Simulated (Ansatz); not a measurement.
## How MgRh (Pm-3m) stiffens under pressure

```yaml
crystal:
  lattice:
    - [3.08389, 0.00000, 0.00000]
    - [0.00000, 3.08389, 0.00000]
    - [0.00000, 0.00000, 3.08389]
  atoms:
    - { symbol: Mg, position: [0.00000, 0.00000, 0.00000] }
    - { symbol: Rh, position: [0.50000, 0.50000, 0.50000] }
```

This is the zero-pressure cell. At each pressure cell and atoms are relaxed in this structure, and the constants are slopes of the stress at strains of ±0.005 with relaxed ions (the coefficients that govern stability under load). Level: PBEsol, PAW on Ansatz 0.2.0's default frozen-core files (fitted under PBE), scalar-relativistic; k mesh 16×16×16, strains of ±0.005, Fermi-Dirac smearing of 0.100 eV, cutoff 420 eV. P is the pressure of the relaxed cell, less that of this one.

```
P (GPa)    V/V₀  C11 (GPa)  C12 (GPa)  C44 (GPa)
   0.00  1.0000      179.9      100.4       82.5
   1.00  0.9923      185.7      104.3       84.4
   2.00       ?          ?          ?          ?
   3.97  0.9711      202.6      115.4       90.0
   7.01  0.9518      219.6      126.5       95.3
  10.00  0.9345      236.0      137.3      100.4
  15.02  0.9089      263.0      154.9      108.6
```

**Question.** Does the bulk modulus from the constants agree with the pressure-volume curve?

**Answer.** A third-order Birch-Murnaghan fit to the volumes shown (F against f, f = [(V₀/V)^(2/3) − 1]/2) gives B₀ = 126.9 GPa and B′ = 4.5. Its −V dP/dV stands beside (C11 + 2C12)/3:

| P (GPa) | from P(V) | from the constants |
| --- | --- | --- |
| 0.00 | 126.9 | 126.9 |
| 1.00 | 131.4 | 131.4 |
| 3.97 | 144.4 | 144.5 |
| 7.01 | 157.5 | 157.6 |
| 10.00 | 170.2 | 170.2 |
| 15.02 | 191.1 | 190.9 |

**Question.** What are the pressure derivatives at zero pressure?

**Answer.** Slopes at V₀ of quadratic fits in −ln(V/V₀) through the first four rows shown, divided by B₀: dC11/dP = 5.8, dC12/dP = 3.8, dC44/dP = 1.9. The mean slopes up to 4.0 GPa are 5.7, 3.8, 1.9; curvature and scatter of the constants part the two. The combination (dC11/dP + 2 dC12/dP)/3 = 4.5 stands against B′.

**Question.** Fill the row at 2.00 GPa.

**Answer.** Cubic fits in −ln(V/V₀) through all rows shown give C11 = 191.4, C12 = 108.0, C44 = 86.3 GPa. Computed: V/V₀ = 0.9849, C11 (GPa) = 191.4, C12 (GPa) = 108.0, C44 (GPa) = 86.3.

**Question.** Does a shear stiffness soften?

**Answer.** C44 goes from 82.5 to 108.6 GPa; (C11 − C12)/2 goes from 39.7 to 54.0 GPa. Neither ends more than 3 % under its start, and the lattice stays mechanically stable over this range.

Keep in mind: no other phase was computed; many crystals of this kind change structure within this range, and rows or crossings beyond such a change describe a metastable lattice; frozen-core PAW files fitted under PBE, their cores solved anew for the functional of the run; responses of metals move with mesh and smearing; phonons weren't checked at these pressures.
